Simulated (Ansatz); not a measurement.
Task: Monolayer PbS (buckled honeycomb, P3m1 in the vacuum cell, 2 atoms) is relaxed with plane-wave PAW r²SCAN+D4 (Ansatz code). What in-plane lattice and thickness result?

Result: a = 3.897 Å; 1.44 Å between the outermost nuclei.

Valence-band maximum: on the K–Γ line, 66 % of the way from K. Conduction-band minimum: at Γ. Electron affinity (Kohn–Sham): 4.60 from the upper, 2.36 eV from the lower vacuum level. Hole effective mass, in the valley on the K–Γ line, 66 % of the way from K: 4.0 along x, 2.5 along y (mₑ). Hole effective mass with spin–orbit coupling, in the valley on the K–Γ line, 62 % of the way from K: 6.5 along x, 2.5 along y (mₑ). Step of the vacuum level across the layer: 2.24 eV. Gap with spin–orbit coupling: 2.44 eV. HSE06 gap with spin–orbit coupling on the r²SCAN+D4 cell: 2.80 eV. Bader charges: Pb +0.78, S -0.78 e.

The layer was cut from a bulk entry of the Materials Project (measured or hypothetical); whether that bulk phase is the ambient one, and whether the layer has been isolated, was not checked. Symmetry was held in the r²SCAN+D4 relaxation; its stability against distortions is not shown here. Scalar-relativistic: spin–orbit coupling is off unless named, which matters more the heavier the elements.

Potentials: the later of the program's two PAW sets.
